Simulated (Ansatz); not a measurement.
TiHg (space group P4/mmm)

```
CELL_PARAMETERS angstrom
      2.96284     0.00000     0.00000
      0.00000     2.96284     0.00000
      0.00000     0.00000     4.06304
ATOMIC_POSITIONS crystal
  Ti 0.50000 0.50000 0.50000
  Hg 0.00000 0.00000 0.00000
```

E(V) scan at fixed shape, V₀ the volume above. Symmetry pins the atoms to their sites.

Computed with PBEsol (plane waves to 420 eV, PAW, scalar-relativistic; Ansatz, a first-principles code). k mesh 16×16×12 (Γ-centred), Fermi-Dirac smearing 0.05 eV. Energies are smeared free energies. With the shape held, the modulus is that of even scaling; a crystal free to change shape is softer. Spin-orbit coupling is left out, though Hg is heavy. TiHg is run without spin polarisation. TiHg was relaxed with its symmetry unable to fall. The zero of ΔE is the relaxed starting cell. The last digit holds for this mesh only.

```csv
V (Å³/atom),ΔE (meV/atom)
14.980,248.2
15.456,162.4
15.931,98.1
16.407,52.1
16.882,21.9
17.358,5.2
17.834,0.0
18.309,4.7
18.785,17.8
19.260,38.1
19.736,64.6
20.211,96.2
20.687,132.3
```

Q: What is the fitted pressure derivative B₀′?

A: 4.8.

Q: What bulk modulus at fixed cell shape B₀ follows from a third-order Birch-Murnaghan fit?

A: 124 GPa. Check by three points about V = 17.834 Å³/atom, step 0.951: d²E/dV² ≈ (22 − 2·0 + 18) meV / 0.951² = 0.0442 eV/Å⁶, and V·d²E/dV² × 160.2 = 126 GPa.

(A scan under strain: stresses follow from slopes of the energy per volume, elastic moduli from its curvatures.)
